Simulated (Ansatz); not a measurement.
WC (WC type, space group P-6m2)

```xyz
2
Lattice="2.8985 0.0000 0.0000 -1.4492 2.5102 0.0000 0.0000 0.0000 2.8277" Properties=species:S:1:pos:R:3 pbc="T T T"
W      0.0000     0.0000     0.0000
C      1.4492     0.8367     1.4139
```

The volume is varied about the relaxed value V₀ at fixed cell shape. Symmetry pins the atoms to their sites.

Level of theory: PBEsol (plane waves to 420 eV, PAW, scalar-relativistic; Ansatz, a first-principles code). k mesh 19×19×17 (Γ-centred), Fermi-Dirac smearing 0.05 eV. Stress and pressure are positive under compression. Spin-orbit coupling is left out, though W is heavy. WC is run without spin polarisation. WC was relaxed with its symmetry unable to fall.

At one point of the scan the stress tensor (GPa) is:

```
   12.7      0.0      0.0
    0.0     12.7      0.0
    0.0      0.0     14.7
```

Task: Which point is it?
A) V/V₀ = 0.955
B) V/V₀ = 0.970
C) V/V₀ = 0.940
D) V/V₀ = 0.985

Result: B, V/V₀ = 0.970

(A scan under strain: stresses follow from slopes of the energy per volume, elastic moduli from its curvatures.)
